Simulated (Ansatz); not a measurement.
Property card for YReSe₄

Method: Ansatz 0.2.0, DFT PBE, scalar-relativistic, plane waves, PAW.

Cutoff 420 eV; k points 8×8×6 on the computed 6-atom cell (Γ-centred); Gaussian smearing, width 0.10 eV; collinear spin from starting moments 0.0 0.7 0.0 0.0 0.0 0.0 μB.

The structure is relaxed at this level of theory with its symmetry kept, and needn't be the ground state of this composition.

```
CELL_PARAMETERS angstrom
4.48458 0.00000 0.00000
0.00000 4.48458 0.00000
0.00000 0.00000 6.79176
ATOMIC_POSITIONS crystal
Y 0.00000 0.00000 0.00000
Re 0.50000 0.50000 0.50000
Se 0.50000 0.00000 0.28127
Se 0.00000 0.50000 0.71873
Se 0.50000 0.00000 0.71873
Se 0.00000 0.50000 0.28127
```

Formation energy from the elements' standard states (uncorrected)?

-0.449 eV/atom.

Kohn–Sham band gap?

none (metal).

Density of states at the Fermi level?

3.1 states/eV per cell.

Orbital (Löwdin) character within 0.5 eV of the Fermi level?

Se 4p 45 %, Re 5d 44 %.

Bader charge by site (e)?

Y (1 in the cell) 1.81, Re (1 in the cell) 0.81, Se (4 in the cell) -0.66.

Total moment?

0.98 μB per cell.

Moment by site (μB)?

Re2 0.61.

Spin-orbit coupling is left out, which matters for the bands of heavy elements.

Only this magnetic start was tried.

The cell was found from a structure generator's guess, not taken from experiment. Löwdin shares on free-atom orbitals overweight diffuse shells.
